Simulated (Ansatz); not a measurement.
The relaxed structure here is a generated cell of AlIr: the first start was made by a random draw of sites in a space group, and the end was not matched to a known phase here, so it may be hypothetical.

The start is a randomly generated symmetric cell of AlIr (space group No. 38). A full variable-cell relaxation at zero pressure is run with PBEsol (plane waves to 420 eV, PAW, scalar-relativistic; Ansatz, a quantum-chemistry and plane-wave program). First-step values are on the input's coarse k-mesh.

Ansatz input (later rounds restart from its end on a renewed k-mesh):
Ansatz 0.2 input:
```yaml
crystal:
  lattice:
    - [5.813171, 0, 0]
    - [0, 1.8916079, 1.2722335]
    - [0, -1.8916079, 1.2722335]
  atoms:
    - { symbol: Al, position: [0, 0.04914833, 0.04914833] }
    - { symbol: Ir, position: [0.5, 0.99182166, 0.99182166] }
basis: { ecutwfc: 420, ecutrho_ratio: 4, xc_grid: 2, fft_grid_basis: typed }
kpoints: { mp_grid: { grid: [6, 15, 15] } }
hamiltonian:
  xc: pbesol
  dispersion: none
  pseudopotentials: { kind: paw }
scf: { occupations: { method: fermi_dirac, width: 0.05 } }
relax: { f_tol: 0.01, max_steps: 100, cell: { stress_tol: 0.02 } }
output: { forces: true, stress: true }
```

- Initial pressure: +79.2 GPa (positive: the cell is compressed)
- Outcome: The space group goes from Amm2 (No. 38) to Cmmm (No. 65), with 2 atoms in the primitive cell
- Shortest distances (start → end): The closest pairs of elements (up to four, under 3.6 Å), start → end: Al–Al 2.28 → 2.80 Å; Ir–Ir 2.28 → 2.80 Å; Al–Ir 2.91 → 2.50 Å
- Band gap at the end: no gap (metallic)
- Optimiser moves: 19

Relaxed structure:

```cif
data_Al2Ir2
_chemical_formula_sum 'Al2 Ir2'
_space_group_name_H-M_alt 'Cmmm'
_space_group_IT_number 65
_space_group_name_Hall '-C 2 2'
_cell_length_a 2.90166
_cell_length_b 4.79911
_cell_length_c 4.07478
_cell_angle_alpha 90.000
_cell_angle_beta 90.000
_cell_angle_gamma 90.000
loop_
_space_group_symop_operation_xyz
  'x, y, z'
  '-x, -y, -z'
  '-x, -y, z'
  'x, y, -z'
  'x, -y, -z'
  '-x, y, z'
  '-x, y, -z'
  'x, -y, z'
  'x+1/2, y+1/2, z'
  '-x+1/2, -y+1/2, -z'
  '-x+1/2, -y+1/2, z'
  'x+1/2, y+1/2, -z'
  'x+1/2, -y+1/2, -z'
  '-x+1/2, y+1/2, z'
  '-x+1/2, y+1/2, -z'
  'x+1/2, -y+1/2, z'
loop_
_atom_site_label
_atom_site_type_symbol
_atom_site_symmetry_multiplicity
_atom_site_Wyckoff_symbol
_atom_site_fract_x
_atom_site_fract_y
_atom_site_fract_z
_atom_site_occupancy
Al1 Al 2 a 0.00000 0.00000 0.00000 1
Ir1 Ir 2 c 0.00000 0.50000 0.50000 1
```
(The calculation used a cell of 2 atoms; values per cell refer to that cell.)

Final values are on a 19×19×12 k-mesh of the relaxed cell. No spin polarisation in the result.

The run could not lose the symmetry of its start: the end is stationary, and may be a saddle point rather than a minimum.
